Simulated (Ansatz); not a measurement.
BeSe:
```yaml
crystal:
  lattice:
    - [6.22906, 0.00000, 0.00000]
    - [0.00000, 6.22906, 0.00000]
    - [0.00000, 0.00000, 3.64518]
  atoms:
    - { symbol: Be, position: [0.33093, 0.66907, 0.00000] }
    - { symbol: Be, position: [0.66907, 0.33093, 0.00000] }
    - { symbol: Be, position: [0.83093, 0.83093, 0.50000] }
    - { symbol: Be, position: [0.16907, 0.16907, 0.50000] }
    - { symbol: Se, position: [0.30921, 0.30921, 0.00000] }
    - { symbol: Se, position: [0.69079, 0.69079, 0.00000] }
    - { symbol: Se, position: [0.19079, 0.80921, 0.50000] }
    - { symbol: Se, position: [0.80921, 0.19079, 0.50000] }
```

Relaxed with PBEsol. Independent-particle spectrum: no excitons, no local fields, no scissors shift; 0.1 eV broadening; ε₁ of the summed bands alone.

Q: Tabulate the dielectric function from plane-wave PAW PBEsol (Ansatz code).

A: 

| E (eV) | ε₁ xx | ε₂ xx | ε₁ zz | ε₂ zz |
|---|---|---|---|---|
| 0.0 | 6.41 | 0.00 | 6.23 | 0.00 |
| 0.5 | 6.44 | 0.00 | 6.26 | 0.00 |
| 1.0 | 6.54 | 0.00 | 6.36 | 0.00 |
| 1.5 | 6.73 | 0.00 | 6.52 | 0.00 |
| 2.0 | 7.02 | 0.00 | 6.78 | 0.00 |
| 2.5 | 7.46 | 0.00 | 7.15 | 0.00 |
| 3.0 | 8.11 | 0.00 | 7.70 | 0.00 |
| 3.5 | 9.18 | 0.06 | 8.55 | 0.00 |
| 4.0 | 10.93 | 0.40 | 10.11 | 0.15 |
| 4.5 | 14.71 | 1.93 | 12.33 | 1.24 |
| 5.0 | 17.93 | 8.82 | 14.92 | 5.20 |
| 5.5 | 11.38 | 17.29 | 15.88 | 9.35 |
| 6.0 | 2.50 | 16.98 | 14.34 | 22.34 |
| 6.5 | 0.15 | 13.32 | -0.87 | 20.00 |
| 7.0 | -3.78 | 11.54 | -4.71 | 13.39 |
| 7.5 | -3.85 | 8.40 | -5.64 | 9.39 |
| 8.0 | -3.47 | 6.51 | -4.84 | 6.10 |
| 8.5 | -3.57 | 5.19 | -3.69 | 4.76 |
| 9.0 | -3.38 | 3.89 | -3.33 | 4.23 |
| 9.5 | -2.89 | 3.25 | -3.06 | 3.52 |
| 10.0 | -2.30 | 2.74 | -2.81 | 2.82 |
| 10.5 | -2.31 | 2.43 | -2.44 | 2.29 |
| 11.0 | -2.06 | 1.89 | -2.10 | 1.98 |
| 11.5 | -1.83 | 1.72 | -2.05 | 1.78 |
| 12.0 | -1.67 | 1.42 | -1.86 | 1.39 |

Q: From ε at 4.7 eV (xx: 16.09 + 3.97i), find n, k, the normal reflectivity and the absorption coefficient.

A: n = 4.04, k = 0.491, R = 37 %, α = 2kE/ħc = 230000 cm⁻¹.

With all bands, ε∞ without local fields is 6.45 (xx = yy), 6.27 (zz). DFPT, with local fields, gives 5.91 (xx = yy), 5.76 (zz).

Space group P4_2/mnm. The start of the workflow was typed in or built on a structure type; neither database checked (COD, Materials Project) lists it. COD files the formula under space group No. 216. Its standing as an ambient phase is unchecked. The cell was relaxed with PBEsol under the symmetry of its start; its stability against distortions is not shown here. Scalar-relativistic: spin–orbit coupling is off unless named, which matters more the heavier the elements.

Potentials: the earlier of the program's two PAW sets. The files were generated under PBE; for other functionals the program regenerates the frozen cores, and for LDA and PBEsol the local potential too.
